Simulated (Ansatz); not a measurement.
## LaC6N9: La-139 nuclear quadrupole resonance

Cell: a computed structure from the Materials Project (it need not be an observed phase).

Space group Cmcm (No. 63); a = 7.9737, b = 11.6931, c = 10.3524 Å.

| site | Wyckoff | site symmetry | x | y | z |
| --- | --- | --- | --- | --- | --- |
| La | 4c | m2m | 0.5000 | 0.7846 | 0.2500 |
| C3 | 8g | ..m | 0.6412 | 0.9156 | 0.7500 |
| C4 | 16h | 1 | 0.6419 | 0.6451 | 0.9491 |
| N15 | 16h | 1 | 0.2757 | 0.1360 | 0.9039 |
| N17 | 4c | m2m | 0.5000 | 0.9709 | 0.7500 |
| N19 | 8g | ..m | 0.7730 | 0.8719 | 0.7500 |
| N23 | 8f | m.. | 0.5000 | 0.3409 | 0.5085 |

One atom of each set is listed; the run and its k-mesh use a cell of 32 atoms with edges of 7.08, 7.08, 10.35 Å.

Computed with Ansatz: DFT, PBE, plane waves and PAW, with spin–orbit coupling, 420 eV cutoff, Γ-centred 4×4×3 k-points, Fermi–Dirac smearing 0.02 eV.

La-139: I = 7/2, Q = 206.0 mb (year-2017 value). Static lattice, zero field.

Question: The simulated lines lie at 4.95, 7.38, 11.4 MHz. What are |C_Q|, η and |V_zz| at La?

Answer: For I = 7/2 and η = 0 the lines are |C_Q|/14 times 1, 2 and 3; η shifts the lowest up most. Here |C_Q| = 53.8 MHz, η = 0.30 and |V_zz| = 10.80 × 10²¹ V/m². The calculation gives V_zz negative; the lines don't show the sign. The site has 9 N at 2.57–2.90 Å.

The largest force is 0.4 eV/Å, so the atoms aren't at the calculated equilibrium and relaxing them would move these values.

Hardware: 1 thread of Arm Neoverse V1 (aarch64; 8 cores open to the job, memory cap 3.0 GiB, no GPU), a shared host with a load of 0.9 a core. Wall time 31 min, CPU time 31 min, peak memory 2.6 GiB.
